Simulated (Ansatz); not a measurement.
GaN (zinc blende, F-43m), plane-wave PAW r²SCAN (Ansatz code), all energies at zero smearing, with the estimated change up to a 700 eV cutoff added, with one set of potentials and settings (totals compare only within such a set). Cell of 2 atoms (1 N, 1 Ga): -4176.377 eV.

```
element            reference phase  E (eV/atom)
-------  -------------------------  -----------
N        Pa-3, 8 atoms in the cell    -384.8315
Ga       Cmce, 4 atoms in the cell   -3790.2689
```

Formation energy per atom, worked out: (-4176.377 − 1×(-384.8315) − 1×(-3790.2689))/2 = -0.638 eV/atom (-62 kJ per mol of atoms), at 0 K, without zero-point energy or fitted corrections.

Symmetry was held in the r²SCAN relaxation; phonons on a q-mesh show no instability. The references are the lowest solids computed at this level, not always the standard phases (solids in place of the gases).

Potentials: the later of the program's two PAW sets.
